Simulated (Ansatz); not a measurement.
Consider the following.

Interlayer sliding in a free bilayer taken from bulk MoS2 (2H-MoS2 type, space group P6_3/mmc): the upper half of the atoms below is shifted in the plane.

```xyz
6
Lattice="3.1730 0.0000 0.0000 1.5865 2.7479 0.0000 0.0000 0.0000 24.3298" Properties=species:S:1:pos:R:3 pbc="T T T"
S      1.5865     0.9160     7.5000
Mo     3.1730     1.8319     9.0557
S      1.5865     0.9160    10.6115
S      3.1730     1.8319    13.7183
Mo     1.5865     0.9160    15.2740
S      3.1730     1.8319    16.8298
```

In-plane vectors a = (3.173, 0.000) Å, b = (1.586, 2.748) Å, area 8.72 Å². The shift is s times the vector a + b (length 5.496 Å), so s = 1 restores the start. Atoms relax along the normal only. γ = [E(shift) − E(0)] / area.

All values below come from r2SCAN+rVV10 (plane waves to 500 eV, PAW, scalar-relativistic; Ansatz, a first-principles code). k mesh 12×12×1 (Γ-centred), Fermi-Dirac smearing 0.05 eV. E is the zero-smearing estimate. MoS2 is run without spin polarisation. MoS2 was relaxed with its symmetry unable to fall. γ is measured from zero shift.

The scan covers s from 0.000 to 0.917 in 12 points.

### Question
At which s is γ highest?

### Answer
s = 0.667.

### Question
Does γ have a local minimum between the ends of the line, and at which s?

### Answer
s = 0.333.

### Question
What is γ at the local minimum s = 0.333?

### Answer
28 mJ/m².

### Question
By how much does the gap between the layers widen from the lowest to the highest stacking on this line?

### Answer
0.6 Å.

### Question
What is the highest γ among twelve even steps of s?

### Answer
125 mJ/m².

(The slope of γ gives the shear force per area between the displaced halves; near zero shift its curvature is an elastic stiffness.)
